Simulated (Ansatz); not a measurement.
## ZrPbO₃: trigonal deformation path

These are results of Ansatz, DFT PBEsol, scalar-relativistic, plane waves, PAW, not measurements. The runs took a 420 eV cutoff, a Γ-centred 8×8×8 mesh and Gaussian smearing (0.05 eV). Spin–orbit coupling is left out, which can shift energies with elements as heavy as these. No spin polarisation. Energies are free energies at this smearing, counted from the undisturbed cell; pressure is positive in compression.

The starting cell (as given, not relaxed at this level; it stands at -7.4 GPa, and it needn't be the usual structure):

```
Zr Pb O
1.0
     4.20893    0.00000    0.00000
     0.00000    4.20893    0.00000
     0.00000    0.00000    4.20893
Zr Pb O
1 1 3
Direct
  0.00000 0.00000 0.00000
  0.50000 0.50000 0.50000
  0.50000 0.00000 0.00000
  0.00000 0.00000 0.50000
  0.00000 0.50000 0.00000
```

At fixed volume and fractional coordinates, lengths along (0.577, 0.577, 0.577) are scaled against those across it; ρ is that ratio over its starting value.

| ρ | ΔE (meV/atom) |
| --- | --- |
| 0.500 | 2195.4 |
| 0.600 | 1050.7 |
| 0.710 | 463.1 |
| 0.850 | 103.3 |
| 0.930 | 20.4 |
| 1.000 | 0.0 |
| 1.080 | 22.5 |
| 1.200 | 126.0 |
| 1.410 | 452.8 |
| 1.700 | 1067.3 |
| 2.000 | 1664.5 |

(1) Predict the pressure (GPa) at each point.

## Answers

(1)
| ρ | pressure (GPa) |
| --- | --- |
| 0.500 | 13.0 |
| 0.600 | -2.7 |
| 0.710 | -7.2 |
| 0.850 | -7.5 |
| 0.930 | -7.4 |
| 1.000 | -7.4 |
| 1.080 | -7.4 |
| 1.200 | -7.5 |
| 1.410 | -7.2 |
| 1.700 | -5.4 |
| 2.000 | -4.5 |

Symmetry holds off the tilts and polar distortions that many cubic perovskites undergo.